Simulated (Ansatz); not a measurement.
MgF$_{2}$:
```
CELL_PARAMETERS angstrom
      3.06370     0.00000     0.00000
     -1.53185     2.65324     0.00000
      0.00000     0.00000     4.38077
ATOMIC_POSITIONS crystal
  Mg 0.00000 0.00000 0.00000
  F  0.33333 0.66667 0.21287
  F  0.66667 0.33333 0.78713
```

Relaxed with r²SCAN+D4.

### Question
Give the Bader charges and basin volumes of the independent atoms, plane-wave PAW r²SCAN+D4 (Ansatz code).

### Answer


```csv
atom,Bader charge (e),Bader volume (Å³)
Mg1,+1.79,4.6
F2,-0.90,15.5
```

Space group P-3m1 (CdI2 type). The start of the workflow was typed in or built on a structure type; neither database checked (COD, Materials Project) lists it. It is not the phase usual at ambient conditions (space group No. 136). Symmetry was held in the r²SCAN+D4 relaxation; its stability against distortions is not shown here.

Potentials: the earlier of the program's two PAW sets. The files were generated under PBE; for other functionals the program regenerates the frozen cores, and for LDA and PBEsol the local potential too.
